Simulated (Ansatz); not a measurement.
**Two states of NiPtF₆**

```
CELL_PARAMETERS angstrom
4.98485 0.01080 -0.12442
-2.48308 4.46616 -0.00985
-2.60439 1.40816 4.59834
ATOMIC_POSITIONS crystal
Ni 0.46854 0.49819 0.46877
F 0.27396 0.15286 0.73598
F 0.89027 0.35372 0.80300
F 0.62925 0.74160 0.75892
F 0.72663 0.84294 0.22346
F 0.07557 0.59387 0.24140
F 0.32641 0.23383 0.24491
Pt 0.03845 0.01517 0.99928
```

The numbers come from plane-wave PAW DFT (Ansatz): r2SCAN, 500 eV, 5×4×4 Γ-centred k points, tetrahedron occupations. Nothing was relaxed.

State A: Ni1 up (collinear spin). State B: no moments (no spin polarisation).

Compare the two self-consistent states.

State A is lower by 212.8 meV an atom at zero smearing.

```
state  free energy (meV/atom)  largest moment in a small sphere (μB)  net moment (μB/cell)  gap on mesh (eV)  pressure (GPa)  largest force (eV/Å)
    A                     0.0                                   1.66                  2.00              1.60             7.5                 11.02
    B                   212.8                                   0.00                  0.00             metal             7.0                 10.51
```

Origin: a strained cell with displaced atoms, so it need not be a known compound. Caveats: empty levels are not fully converged; an odd or shifted mesh can miss the band edges, so this level's true gap may be smaller; no spin-orbit coupling, which can shift this gap by tenths of an eV; atoms or cell far from equilibrium; gaps of Fe, Co and Ni magnets come out low on these datasets; forces and stress under tetrahedra may miss the slope of the energy; the k mesh is coarse if the cell is a metal.
